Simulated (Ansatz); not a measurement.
Input:

Relaxed MgO (rock salt):

```
MgO
1.0
    0.00000     4.25375     4.25375
    2.12687     0.00000     2.12687
    2.12687     2.12687     0.00000
O Mg
2 2
Direct
  0.00000   0.00000   0.00000
  0.50000   0.00000   0.00000
  0.25000   0.50000   0.50000
  0.75000   0.50000   0.50000
```

In this cell atom 1 (O, nearest neighbour Mg at 2.127 Å; its periodic images, 3.0 Å or more away, move with it) is moved by s towards the nearest neighbour, unit vector (-1.000, 0.000, 0.000); all other atoms and the cell stay fixed.

Computed with PBE (plane waves to 420 eV, PAW, scalar-relativistic; Ansatz, a first-principles code). k mesh 11×11×11 (Γ-centred), Fermi-Dirac smearing 0.05 eV. The energy includes the smearing's −TS. Left out: 2 of 11 points, with atoms too close for the PAW data. MgO was relaxed with its symmetry unable to fall. ΔE is measured from the undisplaced structure.

The scan covers s from -0.512 to 0.512 Å in 9 points.

Question: Is this a single well or a double well?

Answer: A single well with its minimum at or next to zero displacement.

Question: Is the energy the same for equal positive and negative displacements?

Answer: Even: the same for both signs. With its periodic images moving along, the atom's site symmetry in this cell is -3m.

Question: What is the energy change at s = 0.512 Å?

Answer: 1677 meV/cell.

Question: What force acts on the atom along the line at s = -0.512 Å?

Answer: 9.67 eV/Å.

Question: What is the force constant k = d²E/ds² of this move at s = 0?

Answer: 7.51 eV/Å².

(For displaced atoms, the force is minus the slope of the energy, and its curvature is a force constant, which sets phonon frequencies.)
